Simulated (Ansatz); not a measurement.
**K₂PbS₂O₈: the gap from level to level**

A database entry relaxed whole under r2SCAN at zero pressure (R-3m, No. 166):

```xyz
13
Lattice="2.7474 1.5862 6.9450 -2.7474 1.5862 6.9450 0.0000 -3.1725 6.9450" Properties=species:S:1:pos:R:3 pbc="T T T"
K     0.0000    0.0000   16.6291
K     0.0000    0.0000    4.2059
Pb    0.0000    0.0000    0.0000
S     0.0000    0.0000    8.3805
S     0.0000    0.0000   12.4545
O     0.0000    0.0000    6.9058
O     0.0000    0.0000   13.9292
O     1.2130    0.7004    8.8875
O    -1.2130    0.7004    8.8875
O     0.0000   -1.4007    8.8875
O     0.0000    1.4007   11.9475
O     1.2130   -0.7004   11.9475
O    -1.2130   -0.7004   11.9475
```

Its volume is 13.97 Å³ an atom, -0.2 % against the entry's 14.00, a cell as deposited in COD (2001).

Single points on this cell with plane-wave PAW DFT (Ansatz 0.2.0; r2SCAN 500 eV, hybrids 420 eV; fermi-dirac occupations of width 0.020 eV; no moments): r2SCAN on a 6×6×6 Γ-centred mesh; r2SCAN with spin-orbit coupling on a 4×4×4 Γ-centred mesh; HSE06 on a 4×4×4 Γ-centred mesh; PBE0 on a 4×4×4 Γ-centred mesh.

Task: What does each level give for gap and charges?

Result: The runs give:

| level | gap (eV), or kind | pressure (GPa) | Bader charge of K (e) | Bader charge of Pb (e) | Bader charge of S (e) | Bader charge of O (e) |
| --- | --- | --- | --- | --- | --- | --- |
| r2SCAN | 5.15 | 0.0 | +0.89 | +1.58 | +4.05 | -1.43 |
| r2SCAN with spin-orbit coupling | 4.43 | 0.0 | +0.89 | +1.56 | +4.05 | -1.43 |
| HSE06 | its mesh misses the band edges | -0.2 | +0.89 | +1.62 | +4.07 | -1.44 |
| PBE0 | its mesh misses the band edges | -0.3 | +0.89 | +1.62 | +4.07 | -1.44 |

Under r2SCAN the gap is 5.15 eV, over mesh and band path. Spin-orbit coupling moves the r2SCAN gap by -0.72 eV.

Caveats: the relaxation kept the start's symmetry; hybrid pressures are good to a few tenths of a GPa; pressure is positive in compression.
